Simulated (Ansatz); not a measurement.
Ni$_{5}$Ge$_{3}$:
Space group C2/c (No. 15); a = 10.7241 Å, b = 6.6751 Å, c = 6.3097 Å, α = γ = 90.00°, β = 120.95°

```csv
atom,site,symmetry,x,y,z
Ni,8f,1,0.0730,0.7434,0.1457
Ni,4d,-1,0.2500,0.2500,0.5000
Ni,8f,1,0.1737,0.0863,0.0858
Ge,4e,2,0.0000,0.1036,0.2500
Ge,8f,1,0.1511,0.4336,0.0488
```
(The calculation used a cell of 16 atoms; values per cell refer to that cell.)

Relaxed with r²SCAN.

Task: Which orbitals make up the states near the Fermi level in r²SCAN in the plane-wave PAW code Ansatz?

Result: Within 0.5 eV of the Fermi level: Ni 3d 70 %, Ge 4p 22 %. Projections are on Löwdin-orthogonalised atomic valence shells; empty p or d shells of many metals are not among them.

Task: Tabulate the density of states.

Result: States/eV per cell of 16 atoms, in 0.25 eV bins, energy from the Fermi level.

```tsv
E (eV)	total	Ni 3d	Ge 4p	Ni 4s
-7.85	0.00	0.00	0.00	0.00
-7.60	0.00	0.00	0.00	0.00
-7.35	0.19	0.02	0.11	0.05
-7.10	2.20	0.32	1.23	0.52
-6.85	5.51	0.99	2.78	1.26
-6.60	4.74	0.84	2.53	0.98
-6.35	5.20	1.07	2.76	0.89
-6.10	4.58	1.11	2.38	0.66
-5.85	6.28	1.78	3.18	0.76
-5.60	4.96	1.65	2.31	0.55
-5.35	5.69	2.06	2.57	0.63
-5.10	6.53	2.64	2.83	0.65
-4.85	6.42	2.93	2.69	0.53
-4.60	11.64	6.56	4.16	0.60
-4.35	12.77	7.44	4.31	0.68
-4.10	14.17	8.96	4.17	0.67
-3.85	15.92	10.99	4.00	0.53
-3.60	19.18	14.09	4.16	0.42
-3.35	18.10	13.83	3.20	0.35
-3.10	27.73	23.77	2.81	0.26
-2.85	27.33	24.42	1.99	0.14
-2.60	21.26	19.45	1.11	0.12
-2.35	21.89	20.09	1.22	0.14
-2.10	25.91	24.44	0.85	0.21
-1.85	31.10	29.58	0.81	0.24
-1.60	37.57	36.03	0.76	0.25
-1.35	45.17	42.91	1.04	0.39
-1.10	25.12	23.14	0.92	0.33
-0.85	16.14	14.47	1.01	0.26
-0.60	7.96	6.59	0.90	0.15
-0.35	7.73	5.99	1.26	0.16
-0.10	9.96	7.23	2.08	0.23
0.15	7.49	4.92	1.86	0.21
0.40	5.92	3.46	1.69	0.20
0.65	5.21	2.73	1.71	0.18
0.90	4.87	2.34	1.69	0.16
1.15	5.56	2.49	1.93	0.20
1.40	6.31	2.59	2.33	0.23
1.65	4.96	1.83	2.01	0.20
1.90	4.27	1.44	1.83	0.21
2.15	4.38	1.35	1.98	0.29
2.40	5.71	1.61	2.71	0.39
2.65	5.39	1.39	2.65	0.41
2.90	4.69	1.11	2.39	0.40
3.15	4.71	1.03	2.48	0.46
3.40	5.08	1.03	2.79	0.50
3.65	5.36	1.02	2.99	0.61
3.90	4.90	0.88	2.77	0.62
4.15	4.52	0.74	2.53	0.67
4.40	4.21	0.62	2.04	0.93
4.65	4.58	0.57	1.83	1.37
```

The first step of the workflow began from a Materials Project structure, measured or hypothetical; the Crystallography Open Database copy checked does not list it. Whether it is the stable phase at ambient conditions was not checked. The cell was relaxed with r²SCAN under the symmetry of its start; its stability against distortions is not shown here. The run is not spin-polarised. Scalar-relativistic: spin–orbit coupling is off unless named, which matters more the heavier the elements.

Potentials: the later of the program's two PAW sets.
